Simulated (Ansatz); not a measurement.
Theory: Ansatz, DFT PBE, scalar-relativistic, plane waves, PAW. Settings: cutoff 420 eV, Γ-centred meshes spaced at most about 0.3 Å⁻¹, and about 0.25 Å⁻¹ or finer for metals (2π included), Gaussian smearing. No spin polarisation in the final relaxations.

Temperature and zero-point effects are left out. All come from trial cells, and lower structures may exist.

Task: These unrelaxed guesses for Sn3Te2O are each relaxed within their symmetry. Order them by the energy at which they end, lowest first.
A.

```
Sn Te O
1.0
     6.74036    0.00000    0.00000
    -3.37018    5.83732    0.00000
     0.00000    0.00000    3.88229
Sn Te O
3 2 1
Direct
  0.50000 0.00000 0.50000
  0.50000 0.50000 0.50000
  0.00000 0.50000 0.50000
  0.33333 0.66667 0.00000
  0.66667 0.33333 0.00000
  0.00000 0.00000 0.00000
```

B.

```
Sn Te O
1.0
     3.13920    1.81242    5.20483
    -3.13920    1.81242    5.20483
     0.00000   -3.62484    5.20483
Sn Te O
3 2 1
Direct
  0.00000 0.50000 0.50000
  0.50000 0.00000 0.50000
  0.50000 0.50000 0.00000
  0.87742 0.87742 0.87742
  0.12258 0.12258 0.12258
  0.50000 0.50000 0.50000
```

C.

```
Sn Te O
1.0
     4.57297    0.00000    0.00000
    -2.28649    3.96031    0.00000
     0.00000    0.00000   10.77687
Sn Te O
3 2 1
Direct
  0.50000 0.00000 0.50000
  0.00000 0.50000 0.50000
  0.50000 0.50000 0.50000
  0.33333 0.66667 0.00000
  0.66667 0.33333 0.00000
  0.00000 0.00000 0.50000
```

D.

```
Sn Te O
1.0
     6.28362    0.00000    0.00000
    -3.14181    5.44177    0.00000
     0.00000    0.00000    4.41342
Sn Te O
3 2 1
Direct
  0.50000 0.50000 0.45952
  0.50000 0.00000 0.45952
  0.00000 0.50000 0.45952
  0.66667 0.33333 0.96314
  0.33333 0.66667 0.96314
  0.00000 0.00000 0.88881
```

Result: B (ends in R-3m, 0 meV/atom), C (ends in P6/mmm, 0.35 eV/atom), D (ends in P6mm, 0.39 eV/atom), A (ends in P6/mmm, 0.67 eV/atom).

Weakly bound directions are ill-defined at this level, which has no dispersion term (P6mm), and this can change margins and order among such cells. These runs have no spin–orbit coupling, which can matter for Te. A magnetic state wasn't ruled out in cells without spin, among them P6/mmm at 32.3 Å³/atom. Cells relaxed within their symmetry can be saddle points. Some structure types and database cells were kept out of the candidates from the start, so a known form may be missing.
